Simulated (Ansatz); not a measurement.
## A sublattice moved along a line in CsCdCl₃

Theory: DFT LDA, scalar-relativistic, plane waves, PAW in Ansatz. The runs took a 420 eV cutoff, a Γ-centred 6×6×6 mesh and Gaussian smearing (0.05 eV). Spin–orbit coupling is left out, which matters for the heavy elements here. No spin polarisation. Energies are free energies at this smearing, counted from the undisturbed cell; pressure is positive in compression.

Zero of the scan (as given, not relaxed at this level; it stands at -1.9 GPa, and it needn't be the usual structure):

```
Cs Cd Cl
1.0
     5.20000    0.00000    0.00000
     0.00000    5.20000    0.00000
     0.00000    0.00000    5.20000
Cs Cd Cl
1 1 3
Direct
  0.00000 0.00000 0.00000
  0.50000 0.50000 0.50000
  0.00000 0.50000 0.50000
  0.50000 0.00000 0.50000
  0.50000 0.50000 0.00000
```

Every Cl atom is moved by x along the Cartesian unit vector (0.000, 0.000, 1.000); the cell and all other atoms stay fixed.

| x (Å) | ΔE (meV/cell) | force along x on the moved atoms (eV/Å) | pressure (GPa) | gap on the mesh (eV) |
| --- | --- | --- | --- | --- |
| -0.5000 | 845.4 | 5.24 | 2.5 | 1.97 |
| -0.2500 | 129.2 | 1.24 | -0.9 | 1.64 |
| 0.0000 | 0.0 | 0.00 | -1.9 | 1.51 |
| 0.0625 | 6.6 | -0.21 | -1.8 | 1.52 |
| 0.1250 | 27.5 | -0.47 | -1.7 | 1.55 |
| 0.1875 | 66.4 | -0.79 | ? | ? |
| 0.3125 | 224.8 | ? | -0.4 | ? |
| 0.3750 | 365.2 | -2.68 | 0.4 | 1.79 |
| 0.4375 | 565.5 | -3.78 | 1.3 | 1.88 |

By symmetry 0.5000 repeats -0.5000, -0.3750 repeats 0.3750, 0.2500 repeats -0.2500, -0.1250 repeats 0.1250 in energy, with the opposite slope along the path.

Q: Give the withheld values.

A: pressure (GPa) at x (Å) = 0.1875: -1.4; gap on the mesh (eV) at x (Å) = 0.1875: 1.59; force along x on the moved atoms (eV/Å) at x (Å) = 0.3125: -1.85; gap on the mesh (eV) at x (Å) = 0.3125: 1.71.

Many cubic perovskites lower their energy by tilts or polar distortions; a scan of this one displacement doesn't rule them out.